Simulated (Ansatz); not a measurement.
A relaxation computed with Ansatz, from input to last step.

```yaml
crystal:
  lattice:
    - [4.4735949924, -5.0071407225, 0.0]
    - [4.4735949924, 5.0071407225, 0.0]
    - [0.0, 0.0, 8.8346906437]
  atoms:
    - { symbol: Si, position: [0.3050604614, 0.0344566448, 0.9078262555] }
    - { symbol: Si, position: [0.4655433552, 0.1949395386, 0.5921737445] }
    - { symbol: Si, position: [0.0344566448, 0.3050604614, 0.0921737445] }
    - { symbol: Si, position: [0.1949395386, 0.4655433552, 0.4078262555] }
    - { symbol: Si, position: [0.9655433552, 0.6949395386, 0.9078262555] }
    - { symbol: Si, position: [0.6949395386, 0.9655433552, 0.0921737445] }
    - { symbol: Si, position: [0.8050604614, 0.5344566448, 0.5921737445] }
    - { symbol: Si, position: [0.5344566448, 0.8050604614, 0.4078262555] }
    - { symbol: O, position: [0.8219291482, 0.8219291482, 0.0] }
    - { symbol: O, position: [0.6353246511, 0.8646753489, 0.25] }
    - { symbol: O, position: [0.6780708518, 0.6780708518, 0.5] }
    - { symbol: O, position: [0.3240724238, 0.6759275762, 0.3799516886] }
    - { symbol: O, position: [0.1353246511, 0.3646753489, 0.25] }
    - { symbol: O, position: [0.8646753489, 0.6353246511, 0.75] }
    - { symbol: O, position: [0.1780708518, 0.1780708518, 0.0] }
    - { symbol: O, position: [0.3646753489, 0.1353246511, 0.75] }
    - { symbol: O, position: [0.0, 0.5, 0.0] }
    - { symbol: O, position: [0.1759275762, 0.8240724238, 0.8799516886] }
    - { symbol: O, position: [0.6759275762, 0.3240724238, 0.6200483114] }
    - { symbol: O, position: [0.8240724238, 0.1759275762, 0.1200483114] }
    - { symbol: O, position: [0.3219291482, 0.3219291482, 0.5] }
    - { symbol: O, position: [0.5, 0.0, 0.0] }
    - { symbol: O, position: [0.0, 0.5, 0.5] }
    - { symbol: O, position: [0.5, 0.0, 0.5] }
basis:
  ecutwfc: 420
kpoints:
  mp_grid: { grid: [4, 4, 4] }
hamiltonian:
  xc: lda
scf:
  occupations: { method: gaussian, width: 0.02 }
output:
  forces: true
  stress: true
  eigenvalues: true
relax:
  adjacent_minimum: "off"
  f_tol: 0.01
  max_steps: 30
  cell: { stress_tol: 0.1, fix: [volume] }
```

```bash
ansatz run input.yaml --threads 4 --pin off --max-ram 10240MiB --backend cpu --events-out ev --progress --plain --runs-dir out
```

The calculation used Ansatz, DFT LDA, scalar-relativistic, plane waves, PAW.

The volume is held at 0.97 times that of the relaxed cell.

Of 6 frames 6 are shown, positions in Å and forces in eV/Å; the SCF threshold varies from step to step. Steps run on the plane waves of an earlier cell, with a Pulay correction in the pressure. The basis is chosen afresh for the last frame, the zero of the energies, and at times for earlier ones too; energy and pressure can step there, also at an unchanged geometry. Where two frames share a geometry here, they differ by under 2 meV/atom and 0.3 GPa.

```xyz
24
Lattice="4.4736 -5.0071 0.0000 4.4736 5.0071 0.0000 0.0000 0.0000 8.8347" Properties=species:S:1:pos:R:3:forces:R:3 pbc="T T T" step=1 free_energy_over_end_meV_per_atom=5.33 pressure_GPa=4.90
Si    1.5189   -1.3550    8.0204   -0.0063   -0.0180   -0.0194
Si    2.9547   -1.3550    5.2317    0.0063   -0.0180    0.0194
Si    1.5189    1.3550    0.8143   -0.0063    0.0180    0.0194
Si    2.9547    1.3550    3.6030    0.0063    0.0180   -0.0194
Si    7.4283   -1.3550    8.0204    0.0063   -0.0180   -0.0194
Si    7.4283    1.3550    0.8143    0.0063    0.0180    0.0194
Si    5.9925   -1.3550    5.2317   -0.0063   -0.0180    0.0194
Si    5.9925    1.3550    3.6030   -0.0063    0.0180   -0.0194
O     7.3540    0.0000    0.0000   -0.0434    0.0000    0.0000
O     6.7104    1.1484    2.2087    0.0000   -0.1580    0.0000
O     6.0668    0.0000    4.4173    0.0434    0.0000    0.0000
O     4.4736    1.7618    3.3568    0.0000    0.2970   -0.1801
O     2.2368    1.1484    2.2087    0.0000   -0.1580    0.0000
O     6.7104   -1.1484    6.6260    0.0000    0.1580    0.0000
O     1.5932    0.0000    0.0000    0.0434    0.0000    0.0000
O     2.2368   -1.1484    6.6260    0.0000    0.1580    0.0000
O     2.2368    2.5036    0.0000    0.0000    0.0000    0.0000
O     4.4736    3.2454    7.7741    0.0000   -0.2970   -0.1801
O     4.4736   -1.7618    5.4779    0.0000   -0.2970    0.1801
O     4.4736   -3.2454    1.0606    0.0000    0.2970    0.1801
O     2.8804    0.0000    4.4173   -0.0434    0.0000    0.0000
O     2.2368   -2.5036    0.0000    0.0000    0.0000    0.0000
O     2.2368    2.5036    4.4173    0.0000    0.0000    0.0000
O     2.2368   -2.5036    4.4173    0.0000    0.0000    0.0000
24
Lattice="4.4787 -4.9994 0.0000 4.4787 4.9994 0.0000 0.0000 0.0000 8.8382" Properties=species:S:1:pos:R:3:forces:R:3 pbc="T T T" step=2 free_energy_over_end_meV_per_atom=4.65 pressure_GPa=4.65
Si    1.5177   -1.3548    8.0211    0.0014    0.0024    0.0064
Si    2.9610   -1.3548    5.2363   -0.0014    0.0024   -0.0064
Si    1.5177    1.3548    0.8172    0.0014   -0.0024   -0.0064
Si    2.9610    1.3548    3.6020   -0.0014   -0.0024    0.0064
Si    7.4397   -1.3548    8.0211   -0.0014    0.0024    0.0064
Si    7.4397    1.3548    0.8172   -0.0014   -0.0024   -0.0064
Si    5.9964   -1.3548    5.2363    0.0014    0.0024   -0.0064
Si    5.9964    1.3548    3.6020    0.0014   -0.0024    0.0064
O     7.3683    0.0000    0.0000    0.0006    0.0000    0.0000
O     6.7180    1.1442    2.2096    0.0000   -0.1519    0.0000
O     6.0677    0.0000    4.4191   -0.0006    0.0000    0.0000
O     4.4787    1.7686    3.3513    0.0000    0.2599   -0.1621
O     2.2393    1.1442    2.2096    0.0000   -0.1519    0.0000
O     6.7180   -1.1442    6.6287    0.0000    0.1519    0.0000
O     1.5891    0.0000    0.0000   -0.0006    0.0000    0.0000
O     2.2393   -1.1442    6.6287    0.0000    0.1519    0.0000
O     2.2393    2.4997    0.0000    0.0000    0.0000    0.0000
O     4.4787    3.2308    7.7704    0.0000   -0.2599   -0.1621
O     4.4787   -1.7686    5.4870    0.0000   -0.2599    0.1621
O     4.4787   -3.2308    1.0678    0.0000    0.2599    0.1621
O     2.8896    0.0000    4.4191    0.0006    0.0000    0.0000
O     2.2393   -2.4997    0.0000    0.0000    0.0000    0.0000
O     2.2393    2.4997    4.4191    0.0000    0.0000    0.0000
O     2.2393   -2.4997    4.4191    0.0000    0.0000    0.0000
24
Lattice="4.5169 -4.9220 0.0000 4.5169 4.9220 0.0000 0.0000 0.0000 8.9013" Properties=species:S:1:pos:R:3:forces:R:3 pbc="T T T" step=3 free_energy_over_end_meV_per_atom=3.96 pressure_GPa=1.69
Si    1.4928   -1.3387    8.0558    0.7786   -0.5184   -0.1030
Si    3.0242   -1.3387    5.2961   -0.7786   -0.5184    0.1030
Si    1.4928    1.3387    0.8455    0.7786    0.5184    0.1030
Si    3.0242    1.3387    3.6052   -0.7786    0.5184   -0.1030
Si    7.5411   -1.3387    8.0558   -0.7786   -0.5184   -0.1030
Si    7.5411    1.3387    0.8455   -0.7786    0.5184    0.1030
Si    6.0097   -1.3387    5.2961    0.7786   -0.5184    0.1030
Si    6.0097    1.3387    3.6052    0.7786    0.5184   -0.1030
O     7.5171    0.0000    0.0000    0.3365    0.0000    0.0000
O     6.7754    1.0735    2.2253    0.0000    0.0250    0.0000
O     6.0338    0.0000    4.4506   -0.3365    0.0000    0.0000
O     4.5169    1.8295    3.2989    0.0000   -0.0365   -0.0088
O     2.2585    1.0735    2.2253    0.0000    0.0250    0.0000
O     6.7754   -1.0735    6.6760    0.0000   -0.0250    0.0000
O     1.5168    0.0000    0.0000   -0.3365    0.0000    0.0000
O     2.2585   -1.0735    6.6760    0.0000   -0.0250    0.0000
O     2.2585    2.4610    0.0000    0.0000    0.0000    0.0000
O     4.5169    3.0925    7.7496    0.0000    0.0365   -0.0088
O     4.5169   -1.8295    5.6024    0.0000    0.0365    0.0088
O     4.5169   -3.0925    1.1517    0.0000   -0.0365    0.0088
O     3.0001    0.0000    4.4506    0.3365    0.0000    0.0000
O     2.2585   -2.4610    0.0000    0.0000    0.0000    0.0000
O     2.2585    2.4610    4.4506    0.0000    0.0000    0.0000
O     2.2585   -2.4610    4.4506    0.0000    0.0000    0.0000
24
Lattice="4.5155 -4.9598 0.0000 4.5155 4.9598 0.0000 0.0000 0.0000 8.8362" Properties=species:S:1:pos:R:3:forces:R:3 pbc="T T T" step=4 free_energy_over_end_meV_per_atom=0.13 pressure_GPa=1.62
Si    1.5001   -1.3565    8.0019    0.0152   -0.0029   -0.0022
Si    3.0154   -1.3565    5.2524   -0.0152   -0.0029    0.0022
Si    1.5001    1.3565    0.8343    0.0152    0.0029    0.0022
Si    3.0154    1.3565    3.5838   -0.0152    0.0029   -0.0022
Si    7.5309   -1.3565    8.0019   -0.0152   -0.0029   -0.0022
Si    7.5309    1.3565    0.8343   -0.0152    0.0029    0.0022
Si    6.0156   -1.3565    5.2524    0.0152   -0.0029    0.0022
Si    6.0156    1.3565    3.5838    0.0152    0.0029   -0.0022
O     7.5608    0.0000    0.0000    0.0145    0.0000    0.0000
O     6.7733    1.0809    2.2091    0.0000   -0.0110    0.0000
O     5.9857    0.0000    4.4181   -0.0145    0.0000    0.0000
O     4.5155    1.8471    3.2776    0.0000   -0.0017    0.0075
O     2.2578    1.0809    2.2091    0.0000   -0.0110    0.0000
O     6.7733   -1.0809    6.6272    0.0000    0.0110    0.0000
O     1.4702    0.0000    0.0000   -0.0145    0.0000    0.0000
O     2.2578   -1.0809    6.6272    0.0000    0.0110    0.0000
O     2.2578    2.4799    0.0000    0.0000    0.0000    0.0000
O     4.5155    3.1128    7.6957    0.0000    0.0017    0.0075
O     4.5155   -1.8471    5.5586    0.0000    0.0017   -0.0075
O     4.5155   -3.1128    1.1405    0.0000   -0.0017   -0.0075
O     3.0453    0.0000    4.4181    0.0145    0.0000    0.0000
O     2.2578   -2.4799    0.0000    0.0000    0.0000    0.0000
O     2.2578    2.4799    4.4181    0.0000    0.0000    0.0000
O     2.2578   -2.4799    4.4181    0.0000    0.0000    0.0000
24
Lattice="4.5182 -4.9555 0.0000 4.5182 4.9555 0.0000 0.0000 0.0000 8.8386" Properties=species:S:1:pos:R:3:forces:R:3 pbc="T T T" step=5 free_energy_over_end_meV_per_atom=0.12 pressure_GPa=1.50
Si    1.5001   -1.3557    8.0030   -0.0010    0.0007    0.0022
Si    3.0181   -1.3557    5.2549    0.0010    0.0007   -0.0022
Si    1.5001    1.3557    0.8356   -0.0010   -0.0007   -0.0022
Si    3.0181    1.3557    3.5837    0.0010   -0.0007    0.0022
Si    7.5363   -1.3557    8.0030    0.0010    0.0007    0.0022
Si    7.5363    1.3557    0.8356    0.0010   -0.0007   -0.0022
Si    6.0183   -1.3557    5.2549   -0.0010    0.0007   -0.0022
Si    6.0183    1.3557    3.5837   -0.0010   -0.0007    0.0022
O     7.5715    0.0000    0.0000    0.0002    0.0000    0.0000
O     6.7773    1.0769    2.2096    0.0000    0.0020    0.0000
O     5.9832    0.0000    4.4193   -0.0002    0.0000    0.0000
O     4.5182    1.8484    3.2771    0.0000   -0.0047    0.0018
O     2.2591    1.0769    2.2096    0.0000    0.0020    0.0000
O     6.7773   -1.0769    6.6290    0.0000   -0.0020    0.0000
O     1.4650    0.0000    0.0000   -0.0002    0.0000    0.0000
O     2.2591   -1.0769    6.6290    0.0000   -0.0020    0.0000
O     2.2591    2.4778    0.0000    0.0000    0.0000    0.0000
O     4.5182    3.1071    7.6964    0.0000    0.0047    0.0018
O     4.5182   -1.8484    5.5615    0.0000    0.0047   -0.0018
O     4.5182   -3.1071    1.1422    0.0000   -0.0047   -0.0018
O     3.0532    0.0000    4.4193    0.0002    0.0000    0.0000
O     2.2591   -2.4778    0.0000    0.0000    0.0000    0.0000
O     2.2591    2.4778    4.4193    0.0000    0.0000    0.0000
O     2.2591   -2.4778    4.4193    0.0000    0.0000    0.0000
24
Lattice="4.5182 -4.9555 0.0000 4.5182 4.9555 0.0000 0.0000 0.0000 8.8386" Properties=species:S:1:pos:R:3:forces:R:3 pbc="T T T" step=6 free_energy_over_end_meV_per_atom=0.00 pressure_GPa=1.51
Si    1.5001   -1.3557    8.0030   -0.0006    0.0009    0.0025
Si    3.0181   -1.3557    5.2549    0.0006    0.0009   -0.0025
Si    1.5001    1.3557    0.8356   -0.0006   -0.0009   -0.0025
Si    3.0181    1.3557    3.5837    0.0006   -0.0009    0.0025
Si    7.5363   -1.3557    8.0030    0.0006    0.0009    0.0025
Si    7.5363    1.3557    0.8356    0.0006   -0.0009   -0.0025
Si    6.0183   -1.3557    5.2549   -0.0006    0.0009   -0.0025
Si    6.0183    1.3557    3.5837   -0.0006   -0.0009    0.0025
O     7.5715    0.0000    0.0000    0.0002    0.0000    0.0000
O     6.7773    1.0769    2.2096    0.0000    0.0019    0.0000
O     5.9832    0.0000    4.4193   -0.0002    0.0000    0.0000
O     4.5182    1.8484    3.2771    0.0000   -0.0042    0.0016
O     2.2591    1.0769    2.2096    0.0000    0.0019    0.0000
O     6.7773   -1.0769    6.6290    0.0000   -0.0019    0.0000
O     1.4650    0.0000    0.0000   -0.0002    0.0000    0.0000
O     2.2591   -1.0769    6.6290    0.0000   -0.0019    0.0000
O     2.2591    2.4778    0.0000    0.0000    0.0000    0.0000
O     4.5182    3.1071    7.6964    0.0000    0.0042    0.0016
O     4.5182   -1.8484    5.5615    0.0000    0.0042   -0.0016
O     4.5182   -3.1071    1.1422    0.0000   -0.0042   -0.0016
O     3.0532    0.0000    4.4193    0.0002    0.0000    0.0000
O     2.2591   -2.4778    0.0000    0.0000    0.0000    0.0000
O     2.2591    2.4778    4.4193    0.0000    0.0000    0.0000
O     2.2591   -2.4778    4.4193    0.0000    0.0000    0.0000
```

It took 3.1 min on 4 threads of Intel(R) Xeon(R) Processor @ 2.50GHz (Skylake/Cascade Lake), with other jobs on the host, peak memory 1.3 GiB.